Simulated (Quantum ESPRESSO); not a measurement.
# Al2Ru2SnIn2Cu: finding a planted mistake in a log

Simulated, not a measurement. The program is pw.x of Quantum ESPRESSO 7.5 (plane-wave density functional theory). The cell is made up: eight metal atoms on a hexagonal close-packed lattice, with elements, volume, strain and displacements drawn at random and not relaxed, so it may be unstable or far from any real phase. PseudoDojo standard norm-conserving files set the functional (PBE unless stated); there is no spin polarisation or spin-orbit coupling, the Fermi-Dirac width of 0.25 eV means electrons at about 2900 K, and the masses in the input are unused placeholders. The copper pseudopotential is less sure than most, with forces differing by about three percent and pressure by about two GPa from a second method on plain copper. The tin pseudopotential is less sure than most, with forces differing by about three percent from a second method on plain tin. A spin test at this wide smearing found no moment, but such smearing suppresses magnetism that the real alloy may have.

Intended input:

```
&control calculation='scf', pseudo_dir='./dojo.nc.sr.pbe.v0_5.standard.upf', outdir='./o', disk_io='minimal', tprnfor=.true., tstress=.true. /
&system ibrav=0, nat=8, ntyp=5, nbnd=59, ecutwfc=92.02030273, nosym=.true., tot_charge=0,
 occupations='smearing', smearing='fd', degauss=0.0183746611
/
&electrons conv_thr=1.470e-08, electron_maxstep=70, mixing_beta=0.5 /
ATOMIC_SPECIES
Al 1.0 Al.upf
Cu 1.0 Cu.upf
In 1.0 In.upf
Ru 1.0 Ru.upf
Sn 1.0 Sn.upf
CELL_PARAMETERS angstrom
4.521 -2.509 -0.0611
-3.0029 -0.096 -4.8
3.0696 5.1143 0.0611
ATOMIC_POSITIONS angstrom
Al 0.0353 0.0464 -0.0724
Ru 1.5745 2.7008 0.051
Ru -0.0686 1.6849 -2.2928
Sn 1.4572 4.1192 -2.3294
Al 3.0944 -0.0738 -0.0345
In 4.622 2.428 0.0007
In 1.461 -0.795 -2.4314
Cu 3.0815 1.6452 -2.2932
K_POINTS automatic
5 5 4 1 1 1
```

The log is shortened where brackets say so; the opening notice, blank lines, dates and the lines on written files are dropped, and the path of the files is cut. It prints rydbergs, bohrs and kilobars, and counts compression as positive stress. Its total energy is the free energy E - TS of the whole cell.

Log of the intended run:

```
     Program PWSCF v.7.5
     Parallel version (MPI & OpenMP), running on       4 processor cores
     Number of MPI processes:                 4
     Threads/MPI process:                     1
     [start-up lines left out]
     bravais-lattice index     =            0
     lattice parameter (alat)  =       9.7716  a.u.
     unit-cell volume          =    1001.3563 (a.u.)^3
     number of atoms/cell      =            8
     number of atomic types    =            5
     number of electrons       =        97.00
     number of Kohn-Sham states=           59
     kinetic-energy cutoff     =      92.0203  Ry
     charge density cutoff     =     368.0812  Ry
     scf convergence threshold =      1.5E-08
     mixing beta               =       0.5000
     number of iterations used =            8  plain     mixing
     Exchange-correlation= PBE
                           (   1   4   3   4   0   0   0)
     [axes and pseudopotential details left out]
   Cartesian axes
     site n.     atom                  positions (alat units)
         1        Al     tau(   1) = (   0.0068267   0.0089733  -0.0140014  )
         2        Ru     tau(   2) = (   0.3044922   0.5223071   0.0098629  )
         3        Ru     tau(   3) = (  -0.0132665   0.3258424  -0.4434040  )
         4        Sn     tau(   4) = (   0.2818076   0.7966111  -0.4504821  )
         5        Al     tau(   5) = (   0.5984253  -0.0142722  -0.0066719  )
         6        In     tau(   6) = (   0.8938475   0.4695503   0.0001354  )
         7        In     tau(   7) = (   0.2825424  -0.1537449  -0.4702079  )
         8        Cu     tau(   8) = (   0.5959305   0.3181648  -0.4434814  )
     number of k points=    50  Fermi-Dirac smearing, width (Ry)=  0.0184
                       cart. coord. in units 2pi/alat
        k(    1) = (   0.1374055   0.0462378  -0.1946134), wk =   0.0400000
        k(    2) = (   0.2422739   0.2368922  -0.2640326), wk =   0.0400000
     [further k points left out]
     Dense  grid:   119377 G-vectors     FFT dimensions: (  60,  72,  72)
     Estimated max dynamical RAM per process >     368.72 MB
     Estimated total dynamical RAM >       1.35 GB
     Initial potential from superposition of free atoms
     starting charge      96.9839, renormalised to      97.0000
     Starting wfcs are   65 randomized atomic wfcs
     total cpu time spent up to now is        4.4 secs
     per-process dynamical memory:   283.4 Mb
     Self-consistent Calculation
     iteration #  1     ecut=    92.02 Ry     beta= 0.50
     Davidson diagonalization with overlap
     ethr =  1.00E-02,  avg # of iterations =  4.0
     total cpu time spent up to now is       12.9 secs
     total energy              =   -1214.10567653 Ry
     estimated scf accuracy    <       3.18079318 Ry
     iteration #  2     ecut=    92.02 Ry     beta= 0.50
     Davidson diagonalization with overlap
     ethr =  3.28E-03,  avg # of iterations =  3.0
     total cpu time spent up to now is       21.0 secs
     total energy              =   -1215.40845261 Ry
     estimated scf accuracy    <       9.48266392 Ry
     [iterations 3 to 13 left out]
     iteration # 14     ecut=    92.02 Ry     beta= 0.50
     Davidson diagonalization with overlap
     ethr =  6.76E-11,  avg # of iterations =  4.0
     total cpu time spent up to now is      105.4 secs
     total energy              =   -1216.14568983 Ry
     estimated scf accuracy    <       0.00000002 Ry
     iteration # 15     ecut=    92.02 Ry     beta= 0.50
     Davidson diagonalization with overlap
     ethr =  1.98E-11,  avg # of iterations =  2.0
     total cpu time spent up to now is      111.9 secs
     End of self-consistent calculation
     [lines on levels left out]
!    total energy              =   -1216.14568983 Ry
     estimated scf accuracy    <          5.8E-10 Ry
     smearing contrib. (-TS)   =      -0.08357352 Ry
     internal energy E=F+TS    =   -1216.06211631 Ry
     The total energy is F=E-TS. E is the sum of the following terms:
     one-electron contribution =    -609.82974093 Ry
     hartree contribution      =     365.38222991 Ry
     xc contribution           =    -243.45716837 Ry
     ewald contribution        =    -728.15743691 Ry
     convergence has been achieved in  15 iterations
     Forces acting on atoms (cartesian axes, Ry/au):
     atom    1 type  1   force =    -0.00092796    0.00869768   -0.00546562
     atom    2 type  4   force =     0.01821293   -0.03086660    0.00531920
     atom    3 type  4   force =    -0.00774554   -0.01973604    0.01310271
     atom    4 type  5   force =     0.00596877   -0.02590370   -0.01105643
     atom    5 type  1   force =     0.01024083    0.03942388   -0.02315348
     atom    6 type  3   force =    -0.05687560    0.00806451    0.04792061
     atom    7 type  3   force =     0.04164057    0.03046011   -0.02221677
     atom    8 type  2   force =    -0.01051400   -0.01013984   -0.00445022
     Total force =     0.118529     Total SCF correction =     0.000076
     Computing stress (Cartesian axis) and pressure
          total   stress  (Ry/bohr**3)                   (kbar)     P=      -52.32
  -0.00037286  -0.00019450   0.00011121          -54.85      -28.61       16.36
  -0.00019450  -0.00057172   0.00007797          -28.61      -84.10       11.47
   0.00011121   0.00007797  -0.00012232           16.36       11.47      -17.99
     init_run     :      4.15s CPU      4.33s WALL (       1 calls)
     electrons    :    107.21s CPU    107.51s WALL (       1 calls)
     forces       :      1.29s CPU      1.29s WALL (       1 calls)
     stress       :      4.28s CPU      4.28s WALL (       1 calls)
     [timing details left out]
     PWSCF        :   1m57.03s CPU   1m57.53s WALL
     JOB DONE.
```

A second run was made from an input with one planted mistake. Its log:

```
     Program PWSCF v.7.5
     Parallel version (MPI & OpenMP), running on       4 processor cores
     Number of MPI processes:                 4
     Threads/MPI process:                     1
     [start-up lines left out]
     bravais-lattice index     =            0
     lattice parameter (alat)  =       9.7716  a.u.
     unit-cell volume          =    1001.3563 (a.u.)^3
     number of atoms/cell      =            8
     number of atomic types    =            5
     number of electrons       =        97.00
     number of Kohn-Sham states=           59
     kinetic-energy cutoff     =      92.0203  Ry
     charge density cutoff     =     368.0812  Ry
     scf convergence threshold =      1.5E-08
     mixing beta               =       0.5000
     number of iterations used =            8  plain     mixing
     Exchange-correlation= PBESOL
                           (   1   4  10   8   0   0   0)
     [axes and pseudopotential details left out]
   Cartesian axes
     site n.     atom                  positions (alat units)
         1        Al     tau(   1) = (   0.0068267   0.0089733  -0.0140014  )
         2        Ru     tau(   2) = (   0.3044922   0.5223071   0.0098629  )
         3        Ru     tau(   3) = (  -0.0132665   0.3258424  -0.4434040  )
         4        Sn     tau(   4) = (   0.2818076   0.7966111  -0.4504821  )
         5        Al     tau(   5) = (   0.5984253  -0.0142722  -0.0066719  )
         6        In     tau(   6) = (   0.8938475   0.4695503   0.0001354  )
         7        In     tau(   7) = (   0.2825424  -0.1537449  -0.4702079  )
         8        Cu     tau(   8) = (   0.5959305   0.3181648  -0.4434814  )
     number of k points=    50  Fermi-Dirac smearing, width (Ry)=  0.0184
                       cart. coord. in units 2pi/alat
        k(    1) = (   0.1374055   0.0462378  -0.1946134), wk =   0.0400000
        k(    2) = (   0.2422739   0.2368922  -0.2640326), wk =   0.0400000
     [further k points left out]
     Dense  grid:   119377 G-vectors     FFT dimensions: (  60,  72,  72)
     Estimated max dynamical RAM per process >     368.72 MB
     Estimated total dynamical RAM >       1.35 GB
     Initial potential from superposition of free atoms
     starting charge      96.9852, renormalised to      97.0000
     Starting wfcs are   65 randomized atomic wfcs
     total cpu time spent up to now is        4.4 secs
     per-process dynamical memory:   283.4 Mb
     Self-consistent Calculation
     iteration #  1     ecut=    92.02 Ry     beta= 0.50
     Davidson diagonalization with overlap
     ethr =  1.00E-02,  avg # of iterations =  3.9
     total cpu time spent up to now is       12.7 secs
     total energy              =   -1212.45802406 Ry
     estimated scf accuracy    <       3.38370562 Ry
     iteration #  2     ecut=    92.02 Ry     beta= 0.50
     Davidson diagonalization with overlap
     ethr =  3.49E-03,  avg # of iterations =  3.0
     total cpu time spent up to now is       20.9 secs
     total energy              =   -1213.91227295 Ry
     estimated scf accuracy    <       9.55853878 Ry
     [iterations 3 to 12 left out]
     iteration # 13     ecut=    92.02 Ry     beta= 0.50
     Davidson diagonalization with overlap
     ethr =  3.98E-09,  avg # of iterations =  2.0
     total cpu time spent up to now is       98.3 secs
     total energy              =   -1214.62815105 Ry
     estimated scf accuracy    <       0.00000005 Ry
     iteration # 14     ecut=    92.02 Ry     beta= 0.50
     Davidson diagonalization with overlap
     ethr =  4.83E-11,  avg # of iterations =  4.0
     total cpu time spent up to now is      106.5 secs
     End of self-consistent calculation
     [lines on levels left out]
!    total energy              =   -1214.62815106 Ry
     estimated scf accuracy    <       0.00000001 Ry
     smearing contrib. (-TS)   =      -0.08357902 Ry
     internal energy E=F+TS    =   -1214.54457204 Ry
     The total energy is F=E-TS. E is the sum of the following terms:
     one-electron contribution =    -609.92991576 Ry
     hartree contribution      =     364.78019104 Ry
     xc contribution           =    -241.23741042 Ry
     ewald contribution        =    -728.15743691 Ry
     convergence has been achieved in  14 iterations
     Forces acting on atoms (cartesian axes, Ry/au):
     atom    1 type  1   force =    -0.00153427    0.00788091   -0.00670055
     atom    2 type  4   force =     0.01667805   -0.02725664    0.00438242
     atom    3 type  4   force =    -0.00779490   -0.01692386    0.01249128
     atom    4 type  5   force =     0.00395347   -0.02894530   -0.00622220
     atom    5 type  1   force =     0.01201081    0.04093888   -0.02403187
     atom    6 type  3   force =    -0.05611176    0.00425186    0.04650368
     atom    7 type  3   force =     0.04276271    0.03142902   -0.02237944
     atom    8 type  2   force =    -0.00996411   -0.01137487   -0.00404333
     Total force =     0.117619     Total SCF correction =     0.000344
     Computing stress (Cartesian axis) and pressure
          total   stress  (Ry/bohr**3)                   (kbar)     P=      -93.85
  -0.00065053  -0.00018517   0.00011036          -95.70      -27.24       16.23
  -0.00018517  -0.00085880   0.00008237          -27.24     -126.33       12.12
   0.00011036   0.00008237  -0.00040468           16.23       12.12      -59.53
     init_run     :      4.17s CPU      4.31s WALL (       1 calls)
     electrons    :    101.79s CPU    102.07s WALL (       1 calls)
     forces       :      1.27s CPU      1.28s WALL (       1 calls)
     stress       :      4.25s CPU      4.25s WALL (       1 calls)
     [timing details left out]
     PWSCF        :   1m51.57s CPU   1m52.00s WALL
     JOB DONE.
```

Question: the log repeats what the program read. Compare it with the intended run: what was wrong in the second input?

Answer: the files are those of another functional. The input lines that differ:

```
- &control calculation='scf', pseudo_dir='./dojo.nc.sr.pbe.v0_5.standard.upf', outdir='./o', disk_io='minimal', tprnfor=.true., tstress=.true. /
+ &control calculation='scf', pseudo_dir='./dojo.nc.sr.pbesol.v0_4_1.standard.upf', outdir='./o', disk_io='minimal', tprnfor=.true., tstress=.true. /
```

|  | intended run | run with the mistake |
| --- | --- | --- |
| free energy (eV) | -16546.505 | -16525.858 |
| entropy term -TS, part of it (eV) | -1.137 | -1.137 |
| pressure (GPa) | -5.23 | -9.39 |
| size of the largest force component (eV/Å) | 1.462 | 1.443 |
| largest change of a force component (eV/Å) |  | 0.124 |
| iterations | 15 | 14 |

For scale, a rerun of the intended cell at a higher cutoff and on a denser mesh moved values by no more than 0.012 eV in energy, 0.06 GPa in stress and 0.010 eV/Å in force, and a second program with other atomic files agreed on that cell to 2 % rms in force and 0.5 GPa in pressure. Files of another functional or element have another zero of energy, so the energy change says nothing on stability.